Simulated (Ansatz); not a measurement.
Input:

C:
```xyz
12
Lattice="5.5306 3.1931 1.4053 -5.5306 3.1931 1.4053 0.0000 -6.3861 1.4053" Properties=species:S:1:pos:R:3 pbc="T T T"
C     -1.3151     0.0000     1.7575
C      1.3151     0.0000     2.4583
C      0.6575    -1.1389     1.7575
C     -0.6575     1.1389     2.4583
C      0.6575     1.1389     1.7575
C     -0.6575    -1.1389     2.4583
C      4.8730    -2.0542     2.4602
C     -4.8730     2.0542     1.7557
C     -0.6575     5.2472     2.4602
C      0.6575    -5.2472     1.7557
C     -4.2155    -3.1931     2.4602
C      4.2155     3.1931     1.7557
```

This is the PBE-relaxed structure.

All from PBE (plane waves, PAW; program Ansatz), unless another level is named. Estimate the electronic character.

metallic (no gap).

Predict the density of states at the Fermi level.

0.27 states/eV per atom (mean over ±0.08 eV).

Space group R-3c. The start of the workflow was typed in or built on a structure type; neither database checked (COD, Materials Project) lists it. It is not the phase usual at ambient conditions (space group No. 194, 227). Symmetry was held in the PBE relaxation; its stability against distortions is not shown here. The volume moved by 194 % from the start of the relaxation.

Potentials: the earlier of the program's two PAW sets.
